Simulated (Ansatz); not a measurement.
**Notes on In3Ge5**

```
In Ge
1.0
    -5.67238    0.00000    0.00000
     2.83619    0.00000    6.75901
     2.83619    8.50945    0.00000
In Ge
6 10
Direct
  0.99981 0.99962 0.00000
  0.24981 0.49962 0.50000
  0.57782 0.51308 0.16358
  0.93526 0.51308 0.83642
  0.34884 0.01308 0.66358
  0.66424 0.01308 0.33642
  0.44752 0.89504 0.00000
  0.69752 0.39504 0.50000
  0.92233 0.31176 0.13536
  0.38943 0.31176 0.86464
  0.77479 0.81176 0.63536
  0.03697 0.81176 0.36464
  0.17925 0.67344 0.17394
  0.49419 0.67344 0.82606
  0.91813 0.17344 0.67394
  0.25531 0.17344 0.32606
```

The numbers come from plane-wave PAW DFT (Ansatz): r2SCAN, no spin polarisation, 500 eV, 5×5×5 Γ-centred k points, fermi-dirac occupations (width 0.1 eV). Nothing was relaxed.

Question: Describe some of the short contacts.

Answer: Ge–Ge at 2.49 Å: least valence density 0.44 e/Å³ and ELF 0.63 there. In–Ge at 2.90 Å: least valence density 0.24 e/Å³ and ELF 0.42 there. These are pseudo-fields; inside the PAW spheres they differ from the all-electron ones.

Question: Is there a gap?

Answer: It is a metal, with about 7.4 states/eV a cell as the mean within 0.25 eV of the Fermi level, mostly Ge p (53 %), In p (19 %) and In s (13 %).

Question: What does the stress say?

Answer: The pressure is 7.8 GPa (compression positive), so with the atoms held at these fractions the cell would first expand. The principal stresses 6.4, 7.4, 9.6 GPa differ, so its shape would change too.

Question: Where is the largest force?

Answer: The largest is on Ge10 (and as large on other atoms): 0.58 eV/Å, components (-0.35, 0.31, -0.34). It makes 137° with the line to a nearest neighbour, Ge14 at 2.49 Å, pointing away from it.

Origin: a known structure type with other elements, at an estimated volume, so it need not be a known compound.
